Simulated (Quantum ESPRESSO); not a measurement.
# Moving one atom in ZnAl2GeN4

These are calculations, not measurements. They come from pw.x of Quantum ESPRESSO 7.5, a plane-wave density functional program, with PseudoDojo standard norm-conserving files (v0.5 for PBE, v0.4.1 for LDA and PBEsol). The cells are made up: elements, strain and atom displacements were drawn at random, and nothing was relaxed. There is no spin polarisation, spin-orbit coupling or dispersion term.

The cell has 8 sites of a wurtzite lattice (rectangular cell). Sites 1 to 4 hold Zn Al Al Ge; sites 5 to 8 hold N N N N. Cell vectors in Å: (3.225, 0.014, -0.019); (0.025, 5.589, -0.013); (-0.030, -0.012, 5.141). Settings: PBE, cutoff 1143 eV, 7 x 6 x 6 k mesh shifted by half a step, Fermi-Dirac smearing of 0.1 eV.

Each run shifts the N atom on site 6 along x and leaves all else fixed. Site 4 is one of its nearest neighbours. E is the free energy of the cell above the lowest run shown.

```
run,shift (Å),Fx on site 6 (eV/Å),Fx on site 4 (eV/Å),P (GPa),E (meV)
1,-0.0952,1.183,-0.526,-4.33,63.4
3,-0.0242,0.401,-0.023,-4.55,7.4
4,0.0098,0.036,0.211,-4.57,0.0
5,0.0734,-0.653,0.653,-4.45,19.5
6,0.1254,-1.239,1.035,-4.20,68.6
7,0.1620,-1.674,1.325,-3.93,121.8
2,-0.0488,?,?,?,?
```

A rerun of one of these cells at 1437 eV and k mesh 9 x 8 x 8 moved values by no more than 0.004 eV in the cell's energy, 0.04 GPa in stress and 0.015 eV/Å in force.

## Worked fit

A parabola through the six runs shown gives Fx on site 6 = 0.148 - 10.95 u - 1.5 u² eV/Å, with u in Å and a scatter of 0.013 eV/Å. Minus the slope, 10.95 ± 0.22 eV/Å², is this atom's force constant along x at u = 0, with its periodic images moving too. The fitted force vanishes at u = 0.013 Å, where the energy should be lowest along this line. The error is the larger of the fit's own and the change that a cubic makes, rounded up.

## Withheld run

Question: what Fx on site 6 should run 2 give?

The fit gives 0.679 eV/Å. The calculation gave 0.668 eV/Å.

| run | shift (Å) | Fx on site 6 (eV/Å) | Fx on site 4 (eV/Å) | P (GPa) | E (meV) |
| --- | --- | --- | --- | --- | --- |
| 2 | -0.0488 | 0.668 | -0.194 | -4.50 | 20.6 |